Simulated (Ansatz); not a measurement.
Method: DFT PBE, scalar-relativistic, plane waves, PAW (Ansatz). All cells share a 420 eV cutoff and Γ-centred k meshes spaced at most about 0.3 Å⁻¹ (about 0.25 or finer for metals, 2π included). No spin polarisation in the final relaxations.

These are static total energies at zero pressure. All come from trial cells, and lower structures may exist.

Task: Order these relaxed structures of GaTe₃O₂ by energy, lowest first, with the energy over the lowest of them.
A.

Space group P4mm (No. 99). a = 5.992 Å, b = 5.992 Å, c = 4.261 Å, α = 90.00°, β = 90.00°, γ = 90.00°
| atom | site | symmetry | x | y | z |
| --- | --- | --- | --- | --- | --- |
| Ga | 1a | 4mm | 0.0000 | 0.0000 | 0.6406 |
| Te | 2c | 2mm. | 0.5000 | 0.0000 | 0.6293 |
| Te | 1b | 4mm | 0.5000 | 0.5000 | 0.4795 |
| O | 2c | 2mm. | 0.5000 | 0.0000 | 0.0825 |

B.

Space group R-3m:H (No. 166). a = 3.208 Å, b = 3.208 Å, c = 38.329 Å, α = 90.00°, β = 90.00°, γ = 120.00°
```csv
atom,site,symmetry,x,y,z
Ga,3b,-3m,0.6667,0.3333,0.8333
Te,6c,3m,0.0000,0.0000,0.7460
Te,3a,-3m,0.0000,0.0000,0.0000
O,6c,3m,0.3333,0.6667,0.8586
```

C.

Space group P4/mmm (No. 123). a = 3.396 Å, b = 3.396 Å, c = 11.503 Å, α = 90.00°, β = 90.00°, γ = 90.00°
```tsv
atom	site	symmetry	x	y	z
Ga	1d	4/mmm	0.5000	0.5000	0.5000
Te	1a	4/mmm	0.0000	0.0000	0.0000
Te	2g	4mm	0.0000	0.0000	0.7313
O	2h	4mm	0.5000	0.5000	0.7251
```

D.

Space group P-4m2 (No. 115). a = 4.304 Å, b = 4.304 Å, c = 7.996 Å, α = 90.00°, β = 90.00°, γ = 90.00°
```csv
atom,site,symmetry,x,y,z
Ga,1a,-4m2,0.0000,0.0000,0.0000
Te,2g,2mm.,0.0000,0.5000,0.5075
Te,1b,-4m2,0.5000,0.5000,0.0000
O,2g,2mm.,0.0000,0.5000,0.7448
```

Result: B (0 meV/atom), A (364 meV/atom), D (414 meV/atom), C (494 meV/atom). Forms: B R-3m; A P4mm; D P-4m2; C P4/mmm.

Weakly bound directions are ill-defined at this level, which has no dispersion term (R-3m, P-4m2), and this can change margins and order among such cells. These runs have no spin–orbit coupling, which can matter for Te. In R-3m, P4mm, P-4m2, P4/mmm an odd number of electrons in the primitive cell allows no gap without spin; a larger cell or a magnetic state could open one. A magnetic state wasn't ruled out in cells without spin, among them R-3m, P4mm, P-4m2, P4/mmm. Cells relaxed within their symmetry can be saddle points. Some types were kept out of the candidates beforehand, so the set may lack a known form.
